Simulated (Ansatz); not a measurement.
# GaCo (Pm-3m): bands, slopes and optics on a fine k mesh

The sound run that this one varies used PBEsol, all-electron LAPW in Ansatz 0.2.0, scalar-relativistic.

Command:

```sh
ansatz run input.yaml --threads 2 --pin off --max-ram 6144MiB --backend cpu --events-out ev --progress --plain --runs-dir out
```

Input file:

```yaml
crystal:
  lattice:
    - [2.84068415115, 0.0, 0.0]
    - [0.0, 2.84068415115, 0.0]
    - [0.0, 0.0, 2.84068415115]
  atoms:
    - { symbol: Ga, position: [0.5, 0.5, 0.5] }
    - { symbol: Co, position: [0.0, 0.0, 0.0] }
kpoints:
  mp_grid: { grid: [12, 12, 12] }
scf:
  occupation: { method: fermi_dirac, width: 0.1 }
  max_iter: 50
hamiltonian:
  xc: pbesol
  pseudopotentials: { kind: all_electron, lapw: { basis_error: 0.001 } }
output:
  forces: true
  stress: true
  eigenvalues: true
  eigenstates:
    nscf_kmesh: { grid: [20, 20, 20] }
    de_dk: true
    e_range: [-14, 14]
  optics:
    e_range: [0, 30]
    de: 0.2
    sigma: 0.2
    bands: { spectra_wanted_up_to: 30 }
    nscf_kmesh: { grid: [20, 20, 20] }
    drude_damping: 0.05
checkpoint:
  write: ck
  write_wavefunctions: false
```

One thing in this input is wrong on purpose: a misspelt key.  Changed keys: scf.occupations, scf.max_iter.

The program printed:

```
Error: YAML parse error: error: line 12 column 3: unknown field `occupation`, expected one of max_iter, algorithm, n_extra_bands, self_checks, convergence, lower_state_search, omitted_lower_state_checks, lower_solution_reach, mixing, occupations, eigensolver, initial_density, exx
  --> <input>:12:3
   |
10 |   mp_grid: { grid: [12, 12, 12] }
11 | scf:
12 |   occupation: { method: fermi_dirac, width: 0.1 }
   |   ^ unknown field `occupation`, expected one of max_iter, algorithm, n_extra_bands, self_checks, convergence, lower_state_search, omitted_lower_state_checks, lower_solution_reach, mixing, occupations, eigensolver, initial_density, exx
13 |   max_iter: 50
14 | hamiltonian:
   |
```

The input was rejected before any iteration.

Cost: 0.01 s on 2 threads of Arm Neoverse V2 (shared host), peak memory 0.016 GiB.
